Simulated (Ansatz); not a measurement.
A structure of SnS relaxed with PBEsol (plane waves to 420 eV, PAW, scalar-relativistic; Ansatz, a program for electronic structure); single points at other levels follow on the same geometry (Ansatz, PAW; HSE06 at 420 eV on a 6×6×6 k-mesh; no spin-orbit coupling). Space group Fm-3m (No. 225).

```
SnS
1.0
    0.00000     2.87186     2.87186
    2.87186     0.00000     2.87186
    2.87186     2.87186     0.00000
S Sn
1 1
Cartesian
  0.00000   0.00000   0.00000
  2.87186   2.87186   2.87186
```

| level | gap (eV) | kind | conduction minimum |
|---|---|---|---|
| PBEsol | 0.30 | indirect | 20 % of the way from L to W |
| HSE06 | ? | – | ? |

### Question
What belongs in the gaps?

### Answer

- HSE06, gap (eV): 0.12
- HSE06, conduction minimum: k = (0.5, 0.475, 0.525)

HSE06 gaps come from a coarse mesh plus a few chosen points, so they may be too large. No spin polarisation in the result.

The run could not lose the symmetry of its start; a randomly shaken copy of 4 atoms returns to this structure.

The first start was generated by placing the elements on the sites of a structure type. A measured structure of SnS has the same space group, Fm-3m (No. 225); the sites were not compared with it. Another known form has space group No. 62.
